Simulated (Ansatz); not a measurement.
Relaxing a structure of Si

The start is a relaxed Si cell, doubled along one cell vector, shaken by Gaussian noise of σ = 0.08 Å a coordinate. The structure is fully relaxed (lattice and positions, P = 0) with PBE (plane waves to 420 eV, PAW, scalar-relativistic; Ansatz, a program for electronic structure). The first steps use a coarse 7×7×4 k-mesh.

Starting cell:
```
CELL_PARAMETERS angstrom
      0.00000     2.73495     2.73495
      2.73495     0.00000     2.73495
      5.46990     5.46990     0.00000
ATOMIC_POSITIONS crystal
  Si 0.75717 0.76351 0.36676
  Si 0.73049 0.74599 0.87673
  Si 0.52879 0.52673 0.22575
  Si 0.53144 0.46711 0.74860
```

Which atoms feel the largest initial force, and how large is it?

2.39 eV/Å, on Si3 (atoms numbered as listed).

How much energy is released per atom?

0.08 eV/atom.

Does it find its way back to the structure it was made from?

The parent structure is recovered, Fd-3m (No. 227).

Final values are on a 10×10×10 k-mesh of the relaxed cell. No spin polarisation in the result.
